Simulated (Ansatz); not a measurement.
Computed properties of TePd

TePd:
```
TePd
1.0
    4.18461     0.00000     0.00000
   -2.09231     3.62398     0.00000
    0.00000     0.00000     5.73336
Te Pd
2 2
Direct
  0.33333   0.66667   0.25000
  0.66667   0.33333   0.75000
  0.00000   0.00000   0.00000
  0.00000   0.00000   0.50000
```

Space group P6_3/mmc (No. 194), NiAs type; conventional cell a = 4.1846 Å, b = 4.1846 Å, c = 5.7334 Å, α = 90.00°, β = 90.00°, γ = 120.00°.

Method: r²SCAN in the plane-wave PAW code Ansatz. Structure relaxed to zero pressure with the same functional. Other levels are named where they apply.

**Cell and energy**

Volume per atom: 21.74 Å³
Density: 8.94 g/cm³
Formation energy from the elements (no fitted shifts): -0.36 eV/atom

**Electronic structure**

- Electronic character = metallic (no gap)
- Density of states at the Fermi level = 0.46 states/eV per atom (mean over ±0.08 eV)
- Gap with spin–orbit coupling = none (metallic)

**Mechanics**

Bulk modulus (Birch–Murnaghan fit): 104 GPa
Pressure derivative B′: 5.2
Elastic constants (relaxed ions, GPa): C11 = 139, C12 = 103, C13 = 77.9, C33 = 148, C44 = 17.6
Mechanical stability: stable (all eigenvalues of C positive)
Hill bulk and shear moduli: 105 and 20.8 GPa
Young's modulus: 58.4 GPa
Poisson's ratio: 0.41
Debye temperature from the elastic constants: 184 K

**Phonons**

* **Highest zone-centre frequency**: 165 cm⁻¹
* **Zone-centre stability**: no imaginary mode at Γ

**Charges**

Bader charges: Te +0.12, Pd -0.12 e

The first step of the workflow began from a Materials Project structure, measured or hypothetical; the Crystallography Open Database files this formula in space group No. 194, but the cells were not matched. Its standing as an ambient phase is unchecked. The r²SCAN relaxation kept the symmetry of its start. No spin polarisation was allowed. As this level gives no gap, shear constants depend on the k-mesh and smearing (Fermi–Dirac, 0.1 eV here). As this level gives no gap, phonon frequencies hold no LO–TO term and depend on the k-mesh and smearing (Fermi–Dirac, 0.1 eV here). The references are the lowest solids computed at this level, not always the standard phases. Scalar-relativistic: spin–orbit coupling is off unless named, which matters more the heavier the elements.

Potentials: the later of the program's two PAW sets.
